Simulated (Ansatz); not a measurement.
This cell of InSb (zinc blende) is off equilibrium:

```xyz
4
Lattice="0.0000 6.6346 6.6346 3.3173 0.0000 3.3173 3.3173 3.3173 0.0000" Properties=species:S:1:pos:R:3 pbc="T T T"
Sb     4.9760     4.9760     4.9760
Sb     4.9760     8.2933     8.2933
In     0.3600     0.0000     0.3600
In     0.0000     3.3173     3.3173
```

These are PBE (plane waves to 420 eV, PAW, scalar-relativistic; Ansatz, a quantum-chemistry and plane-wave program) values and carry that method's errors. k mesh 5×10×10 (Γ-centred), Fermi-Dirac smearing 0.05 eV. Energies are smeared free energies. Compression counts positive. With partly filled bands, energies and forces of such displacements shift with the k mesh and the smearing. At this level the bands of InSb touch or barely overlap; measurements give the solid a gap. InSb was relaxed with its symmetry unable to fall. Spin-orbit coupling is left out, though Sb is heavy.

**Question.** What forces act on the atoms (eV/Å, Cartesian)?

**Answer.** 
```csv
atom,Fx,Fy,Fz
Sb1,0.198,-0.122,-0.006
Sb2,2.240,-1.982,2.369
In3,-2.390,2.079,-2.298
In4,-0.048,0.026,-0.065
```

**Question.** What is the stress tensor (GPa)?

**Answer.** 
```
    1.3     -3.1      2.0
   -3.1      3.0     -3.0
    2.0     -3.0      1.5
```
The pressure, a third of the trace, is 1.9 GPa.

**Question.** In it atom 3 sits (0.360, 0.000, 0.360) Å away from its relaxed site. What is its energy relative to the relaxed cell?

**Answer.** 791 meV/cell.

(For displaced atoms, the force is minus the slope of the energy, and its curvature is a force constant, which sets phonon frequencies.)
